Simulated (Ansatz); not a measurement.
Relaxed-ion elastic tensor of SiW (CsCl type, Pm-3m) in GPa (Voigt order), the program Ansatz at the PBEsol level (PAW); density 12.64 g/cm³, 13.92 Å³ per atom.

```
 292   225   225   0.0   0.0   0.0
 225   292   225   0.0   0.0   0.0
 225   225   292   0.0   0.0   0.0
 0.0   0.0   0.0  99.0   0.0   0.0
 0.0   0.0   0.0   0.0  99.0   0.0
 0.0   0.0   0.0   0.0   0.0  99.0
```

Problem. Is the crystal mechanically stable?

Solution. Yes: the smallest eigenvalue of C is 66.8 GPa.

Problem. Work out the Voigt, Reuss and Hill averages.

Solution. K_V = 247, K_R = 247, K_H = 247; G_V = 72.8, G_R = 55.5, G_H = 64.1 GPa.

Problem. Give Young's modulus, Poisson's ratio, Pugh's ratio and the universal anisotropy index.

Solution. E = 9KG/(3K + G) = 177 GPa; ν = 0.38; K/G = 3.86 (ductile by the Pugh limit of 1.75); A_U = 5G_V/G_R + K_V/K_R − 6 = 1.56.

Problem. Estimate the sound speeds and the Debye temperature.

Solution. v_l = √((K + 4G/3)/ρ) = 5130 m/s, v_t = √(G/ρ) = 2250 m/s, mean 2540 m/s; Θ = (h/k)(3n/4πV)^(1/3) v_m = 315 K.

Problem. Give the Zener ratio and Young's modulus along [100], [110] and [111].

Solution. A = 2C44/(C11 − C12) = 2.96; 1/E = S11 − 2(S11 − S12 − S44/2)Γ with Γ = 0, 1/4, 1/3 gives 96.0, 183, 262 GPa.

Problem. Solve the Christoffel equation for the three sound speeds along [100], [110], [111].

Solution. Eigenvalues of C_ijkl n_j n_l equal ρv². In km/s, slowest first: [100] 2.80, 2.80, 4.81; [110] 1.63, 2.80, 5.32; [111] 2.09, 2.09, 5.48.

A made-up cell: these elements were put on the sites of a structure type; neither database checked (COD, Materials Project) lists it. Whether it is the stable phase at ambient conditions was not checked. The PBEsol relaxation kept the symmetry of its start; whether a distortion lowers the energy is not shown. No spin polarisation was allowed. As this level gives no gap, shear constants depend on the k-mesh and smearing (Fermi–Dirac, 0.1 eV here). On the denser mesh and wider smearing of the elastic run this cell carries a stress of 0.4 GPa. Spin–orbit coupling is left out wherever it is not named.

Potentials: the earlier of the program's two PAW sets. The files were generated under PBE; for other functionals the program regenerates the frozen cores, and for LDA and PBEsol the local potential too.
